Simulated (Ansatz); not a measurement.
**Every step of a relaxation of CdSe (zincblende type)**

DFT, LDA, PAW with Ansatz's default frozen-core files, scalar-relativistic (Ansatz 0.2.0); a Γ-centred 12×12×12 k mesh, Fermi–Dirac smearing of 0.05 eV, no spin polarisation. The run relaxes cell and atoms at a target pressure of 0 GPa.

Command: `ansatz run input.yaml --threads 1 --pin off --max-ram 2048MiB --backend cpu --events-out ev --progress --plain --runs-dir out` It took 46 s on 1 thread of Arm Neoverse V1 (shared host), peak memory 0.4 GiB.

PAW: frozen-core files, cutoff 420 eV; forces are relaxed below 0.005 eV/Å.

Each step lists its free energy a cell above the last geometry, the pressure, the cell vectors (Å), and Cartesian positions (Å) with forces (eV/Å).

The first step:

```
step 1  dF = 89.95 meV  P = -4.57 GPa
  cell 0.0000 3.1053 3.1053  3.1053 0.0000 3.1053  3.1053 3.1053 0.0000
  Cd 0.0000 0.0000 0.0000   0.0000 0.0000 0.0000
  Se 1.5527 1.5527 1.5527   0.0000 0.0000 0.0000
```

The PAW files were made under PBE.

The symmetry of the start is kept and no stability test is made, so the end need not be the stable phase.

Task: Where does the relaxation end, and by which steps?

Result: After 4 geometries, with conventional a, b, c = 6.009, 6.009, 6.009 Å, at 27.118 Å³/atom (-9.44 % against the start) in space group F-43m, with a shortest distance of 2.602 Å. The further steps:
```
step 2  dF = 15.58 meV  P = 2.52 GPa
  cell 0.0000 2.9645 2.9645  2.9645 0.0000 2.9645  2.9645 2.9645 0.0000
  Cd 0.0000 0.0000 0.0000   0.0000 0.0000 0.0000
  Se 1.4822 1.4822 1.4822   0.0000 0.0000 0.0000
step 3  dF = 0.64 meV  P = -0.44 GPa
  cell 0.0000 3.0116 3.0116  3.0116 0.0000 3.0116  3.0116 3.0116 0.0000
  Cd 0.0000 0.0000 0.0000   0.0000 0.0000 0.0000
  Se 1.5058 1.5058 1.5058   0.0000 0.0000 0.0000
step 4  dF = 0.00 meV  P = -0.03 GPa
  cell 0.0000 3.0044 3.0044  3.0044 0.0000 3.0044  3.0044 3.0044 0.0000
  Cd 0.0000 0.0000 0.0000   0.0000 0.0000 0.0000
  Se 1.5022 1.5022 1.5022   0.0000 0.0000 0.0000
step 5  dF = 0.87 meV  P = -0.03 GPa  (same geometry on a basis chosen anew; earlier energies don't compare to the last digit)
  cell 0.0000 3.0044 3.0044  3.0044 0.0000 3.0044  3.0044 3.0044 0.0000
  Cd 0.0000 0.0000 0.0000   0.0000 0.0000 0.0000
  Se 1.5022 1.5022 1.5022   0.0000 0.0000 0.0000
```
